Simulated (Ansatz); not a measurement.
WO₃:
```xyz
4
Lattice="3.7765 0.0000 0.0000 0.0000 3.7765 0.0000 0.0000 0.0000 3.7765" Properties=species:S:1:pos:R:3 pbc="T T T"
W      0.0000     0.0000     0.0000
O      0.0000     0.0000     1.8883
O      1.8883     0.0000     0.0000
O      0.0000     1.8883     0.0000
```

Relaxed with LDA. Special points in fractions of this cell's reciprocal vectors: Γ (0.000, 0.000, 0.000); X (0.000, 0.500, 0.000); M (0.500, 0.500, 0.000); R (0.500, 0.500, 0.500).

Problem. List the band energies nearest the valence-band maximum at these points for DFT-LDA in the program Ansatz with PAW potentials.

Solution. In eV from the valence-band maximum; about four levels below and three above (degenerate sets whole), none deeper than 8.9 eV; points with the same levels are listed once.

| k | below | above |
|---|---|---|
| Γ | -1.22 -1.22 -1.22 -1.06 -1.06 -1.06 | 0.57 0.57 0.57 |
| X | -2.58 -1.55 -1.09 -1.09 | 0.62 4.21 4.21 |
| M | -2.19 -2.01 -2.01 -0.01 | 4.23 4.23 5.62 |
| R | -5.61 -5.61 -5.61 0.00 0.00 0.00 | 5.65 5.65 5.65 |

Space group Pm-3m (ReO3 type). The workflow started from a Materials Project entry (that database holds measured and hypothetical structures alike); the Crystallography Open Database copy checked does not list it. COD files the formula under space group No. 2, 14, 62, 129, 130, 191. Whether it is the stable phase at ambient conditions was not checked. The LDA relaxation kept the symmetry of its start. At this level the phase is dynamically unstable (imaginary phonons). The run is not spin-polarised. No Hubbard U is applied. Scalar-relativistic: spin–orbit coupling is off unless named, which matters more the heavier the elements.

Potentials: the earlier of the program's two PAW sets. The files were generated under PBE; for other functionals the program regenerates the frozen cores, and for LDA and PBEsol the local potential too.
